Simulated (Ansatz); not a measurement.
Values for one crystal, relaxed and computed with the program Ansatz at the PBE level (PAW); other levels are named.

- Volume per atom: 15.29 Å³
- Electronic character: metallic (no gap)
- Density of states at the Fermi level: 0.95 states/eV per atom (mean over ±0.08 eV)
- Formation energy from the elements (no fitted shifts): 178 meV/atom

Q: Which compound is it?
A) RuW, Cmcm (W on 4c, Ru on 4c)
B) AlNi, Cmcm (Al on 4c, Ni on 4c)
C) AlRu, CsCl type
D) MoRu, rock salt

A: A, RuW, Cmcm (W on 4c, Ru on 4c)

The start of the workflow was typed in or built on a structure type; neither database checked (COD, Materials Project) lists it. Whether it is the stable phase at ambient conditions was not checked. The PBE relaxation kept the symmetry of its start; its stability against distortions is not shown here. No spin polarisation was allowed. Its formation energy is positive at this level, so the cell may be metastable or incomplete. The references are the lowest solids computed at this level, not always the standard phases. Spin–orbit coupling is left out wherever it is not named.

Potentials: the later of the program's two PAW sets.
